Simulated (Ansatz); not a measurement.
Values for one crystal, relaxed and computed with plane-wave PAW r²SCAN (Ansatz code); other levels are named.

| Property | Result |
|---|---|
| Volume per atom | 31.52 Å³ |
| Electronic character | metallic (no gap) |
| Density of states at the Fermi level | 0.55 states/eV per atom (mean over ±0.08 eV) |
| Formation energy from the elements (no fitted shifts) | -0.29 eV/atom |

**Question.** Which compound is it?
(A) Ag3Au, Cu3Au type
(B) KHg2, Imma (K on 4e, Hg on 8h)
(C) NaGa4, I4/mmm (Na on 2a, Ga on 4d, Ga on 4e)
(D) TbHg, CsCl type

**Answer.** B, KHg2, Imma (K on 4e, Hg on 8h)

The first step of the workflow began from a Materials Project structure, measured or hypothetical; the Crystallography Open Database files this formula in space group No. 74, but the cells were not matched. Its standing as an ambient phase is unchecked. Symmetry was held in the r²SCAN relaxation; its stability against distortions is not shown here. The references are the lowest solids computed at this level, not always the standard phases. Spin–orbit coupling is left out wherever it is not named.

Potentials: the later of the program's two PAW sets.
